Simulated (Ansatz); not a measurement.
H:
```
H
1.0
    2.60804    -2.32686     0.00000
    2.60804     2.32686     0.00000
    0.00000     0.00000     4.52230
H
4
Direct
  0.94256   0.05744   0.05973
  0.05744   0.94256   0.94027
  0.55744   0.44256   0.55973
  0.44256   0.55744   0.44027
```

Relaxed with PBEsol. Special points in fractions of this cell's reciprocal vectors: Γ (0.000, 0.000, 0.000); Y (0.500, 0.500, 0.000); F0 (0.449, 0.551, 0.000); Δ0 (-0.449, 0.449, 0.000); Z (0.000, 0.000, 0.500); B0 (-0.449, 0.449, 0.500); G0 (0.449, 0.551, 0.500); T (0.500, 0.500, 0.500); S (0.000, 0.500, 0.000); R (0.000, 0.500, 0.500).

Task: List the band energies nearest the valence-band maximum at these points for PBEsol (plane waves, PAW; program Ansatz).

Result: In eV from the valence-band maximum; about four levels below and three above (degenerate sets whole), none deeper than 8.9 eV; points with the same levels are listed once.

```tsv
k	below	above
Γ	-1.80 0.00	10.32 12.78 13.38
Y	-0.54 -0.06	10.02 10.29 13.29
F0	-0.52 -0.11	10.02 10.36 13.21
Z	-0.97 -0.97	10.69 10.69 15.56 15.56
B0	-0.27 -0.27	10.87 10.87 12.17 12.17
T	-0.26 -0.26	11.19 11.19 12.10 12.10
S	-0.63 -0.63	10.42 10.42 13.38 13.38
R	-0.55 -0.55	9.05 9.05 16.08 16.08
```

Space group Cmce. The workflow started from a Materials Project entry (that database holds measured and hypothetical structures alike); the Crystallography Open Database copy checked does not list it. It is not the usual solid phase (space group No. 194). Symmetry was held in the PBEsol relaxation; its stability against distortions is not shown here. The substance is a gas or liquid at ambient conditions. A crystal of weakly bound units computed without a dispersion correction: the cell and the soft elastic constants depend strongly on that.

Potentials: the earlier of the program's two PAW sets.
